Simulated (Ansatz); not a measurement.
Al$_{2}$Os (cubic Laves (MgCu2 type), Fd-3m) under volume change, plane-wave PAW PBEsol (Ansatz code), scaled uniformly.

```json
[
 {"V (Å³/atom)": "12.492", "E − E(relaxed) (meV/atom)": "76.4", "P (GPa)": "21.55"},
 {"V (Å³/atom)": "12.904", "E − E(relaxed) (meV/atom)": "32.0", "P (GPa)": "13.17"},
 {"V (Å³/atom)": "13.316", "E − E(relaxed) (meV/atom)": "7.6", "P (GPa)": "6.06"},
 {"V (Å³/atom)": "13.727", "E − E(relaxed) (meV/atom)": "0.0", "P (GPa)": "0.00"},
 {"V (Å³/atom)": "14.139", "E − E(relaxed) (meV/atom)": "___", "P (GPa)": "___"},
 {"V (Å³/atom)": "14.551", "E − E(relaxed) (meV/atom)": "___", "P (GPa)": "___"},
 {"V (Å³/atom)": "14.963", "E − E(relaxed) (meV/atom)": "55.1", "P (GPa)": "-13.23"}
]
```

Q: Some entries are withheld; supply them.

A: 
- 14.551, E − E(relaxed) (meV/atom): 25.8
- 14.551, P (GPa): -9.52
- 14.139, E − E(relaxed) (meV/atom): 6.8
- 14.139, P (GPa): -5.14

Q: What does a third-order Birch–Murnaghan fit give for V₀, B₀ and B′?

A: V₀ = 13.73 Å³/atom, B₀ = 186 GPa, B′ = 4.4.

A made-up cell: these elements were put on the sites of a structure type; neither database checked (COD, Materials Project) lists it. Its standing as an ambient phase is unchecked. The PBEsol relaxation kept the symmetry of its start; its stability against distortions is not shown here. No spin polarisation was allowed. Scalar-relativistic: spin–orbit coupling is off unless named, which matters more the heavier the elements.

Potentials: the earlier of the program's two PAW sets. The files were generated under PBE; for other functionals the program regenerates the frozen cores, and for LDA and PBEsol the local potential too.
